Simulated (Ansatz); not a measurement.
Values for one crystal, relaxed and computed with plane-wave PAW r²SCAN (Ansatz code); other levels are named.

Volume per atom: 22.53 Å³
Band gap: 0.60 eV (direct)
HSE06 gap on the r²SCAN cell: 1.04 eV
Electron effective mass: 0.038, 0.043, 0.043 mₑ (principal values)
Bulk modulus (Birch–Murnaghan fit): 69.7 GPa
Valence-band maximum: at Γ
Electron effective mass with spin–orbit coupling: 0.037, 0.042, 0.042 mₑ (principal values)

Which compound is it?
A. MnAuO2, P-1 (Mn on 1h, Au on 1c, O on 2i)
B. SnO2, P4_2/nmc (Sn on 2a, O on 4d)
C. ZnGeAs2, chalcopyrite
D. MoS2, R3m (Mo on 3a, S on 3a, S on 3a)

C, ZnGeAs2, chalcopyrite

Space group I-42d (chalcopyrite). The workflow started from an entry of the Crystallography Open Database (COD). Its standing as an ambient phase is unchecked. Symmetry was held in the r²SCAN relaxation; its stability against distortions is not shown here. Scalar-relativistic: spin–orbit coupling is off unless named, which matters more the heavier the elements.

Potentials: the later of the program's two PAW sets.
